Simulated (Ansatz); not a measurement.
This cell of Al (fcc, Cu type) is off equilibrium:

```
Al
1.0
    0.00000     4.04047     4.04047
    2.02024     2.02024     4.04047
    2.02024     2.02024     0.00000
Al
2
Direct
  0.00000   0.97030   0.02970
  0.50000   0.02970   0.97030
```

Method: PBE (plane waves to 420 eV, PAW, scalar-relativistic; Ansatz, an electronic-structure program). k mesh 20×20×20 (Γ-centred), Fermi-Dirac smearing 0.05 eV. Stress and pressure are positive under compression. With partly filled bands, energies and forces of such displacements shift with the k mesh and the smearing. Al was relaxed with its symmetry unable to fall.

Predict the force on every atom, in eV/Å.


```json
[
 {"atom": "Al1", "Fx": "0.000", "Fy": "0.000", "Fz": "1.229"},
 {"atom": "Al2", "Fx": "0.000", "Fy": "0.000", "Fz": "-1.229"}
]
```

Give the stress tensor in GPa and the pressure.


```
    2.0      0.0      0.0
    0.0      2.0      0.0
    0.0      0.0      2.4
```
The pressure, a third of the trace, is 2.1 GPa.

(A displaced cell: forces are minus the slopes of the energy, force constants its curvatures, and phonons follow from these.)
